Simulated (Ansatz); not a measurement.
## MnNb3 (AuCu3-type structure)

Method: PBEsol, scalar-relativistic; collinear spin; PAW, 420 eV, Γ-centred 8×8×8 mesh, 0.05 eV Gaussian smearing; code Ansatz; PAW files: Ansatz's generated set soft_2.

```
Mn Nb
1.0
     4.05099    0.00000    0.00000
     0.00000    4.05099    0.00000
     0.00000    0.00000    4.05099
Mn Nb
1 3
Direct
  0.00000 0.00000 0.00000
  0.00000 0.50000 0.50000
  0.50000 0.50000 0.00000
  0.50000 0.00000 0.50000
```

This is a trial structure made by placing the elements on a prototype's sites, so it needn't be the stable form.

Magnetic state: ferromagnetic, site spin moments Mn 2.91; Nb -0.06 μB.

The cell above was scaled in volume, its shape and atoms being fixed by the lattice's symmetry. Energies are counted from the cell above.

```tsv
V (Å³/atom)	ΔE (meV/atom)	P from the stress (GPa)
15.955	12.52	6.56
16.287	2.90	2.98
16.620	0.00	-0.06
16.952	2.79	-2.78
17.285	11.41	-5.49
```

Problem. Do the energies and the pressures agree? Compare −ΔE/ΔV between neighbouring points (1 meV/Å³ = 0.1602 GPa) with the mean of their pressures.

Solution. 
```
interval (Å³/atom)  −ΔE/ΔV (GPa)  mean P (GPa)
    15.95 to 16.29           4.6           4.8
    16.29 to 16.62           1.4           1.5
    16.62 to 16.95          -1.3          -1.4
    16.95 to 17.28          -4.2          -4.1
```
They differ by 0.13 GPa at most.

Problem. What do the two routes give for V0, B0 and B0′?

Solution. A third-order Birch–Murnaghan fit of the energies: V0 = 16.62 Å³/atom, B0 = 145 GPa, B0′ = 2.8. A polynomial of P in ln V, with B = −dP/d ln V at P = 0: V0 = 16.61 Å³/atom, B0 = 142 GPa, B0′ = 4.0. The two B0′ disagree, so these points don't fix it: the range is narrow, and mesh and smearing noise enter a third derivative strongly.

The largest spin moment goes from 2.61 to 3.18 μB along the curve.

B0·V0 = 144.9 GPa × 16.62 Å³ = 15.03 eV/atom sets the scale: near the minimum ΔE ≈ ½ B0 V0 x², with x = V/V0 − 1, and a pressure of 1.4 GPa squeezes the volume by about 1 %. At the ends of the curve: x = −4.0 % predicts 12.0 meV/atom and the run gives 12.5; x = +4.0 % predicts 12.1 meV/atom and the run gives 11.4. The lopsidedness is anharmonic: atoms resist being pushed together more than being pulled apart.

The moment grows with the volume: wider spacing narrows the bands, and exchange then polarises them more fully.

The moments change along the equation of state, so B0 holds a magnetic softening and is less sure. The run wasn't fully tested for a lower electronic state. Site moments are of spin, integrated over atomic spheres. Only parallel moments were tried, so the real magnetic order may be another. The run is a metal.
